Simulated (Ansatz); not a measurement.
Hf (bcc (W type), Im-3m) under volume change, PBEsol in the plane-wave PAW code Ansatz, scaled uniformly.

```csv
V (Å³/atom),E − E(relaxed) (meV/atom),P (GPa)
19.352,65.8,11.74
19.990,28.0,7.33
20.627,6.7,3.44
21.265,0.0,0.00
21.903,6.2,-3.04
22.541,23.7,-5.72
23.179,51.2,-8.05
```

What does a third-order Birch–Murnaghan fit give for V₀, B₀ and B′?

V₀ = 21.26 Å³/atom, B₀ = 107 GPa, B′ = 3.2.

This is a known high-temperature phase of the composition, computed here at zero pressure and temperature. The PBEsol relaxation kept the symmetry of its start. At this level the phase is mechanically unstable. The run is not spin-polarised. Scalar-relativistic: spin–orbit coupling is off unless named, which matters more the heavier the elements.

Potentials: the earlier of the program's two PAW sets. The files were generated under PBE; for other functionals the program regenerates the frozen cores, and for LDA and PBEsol the local potential too.
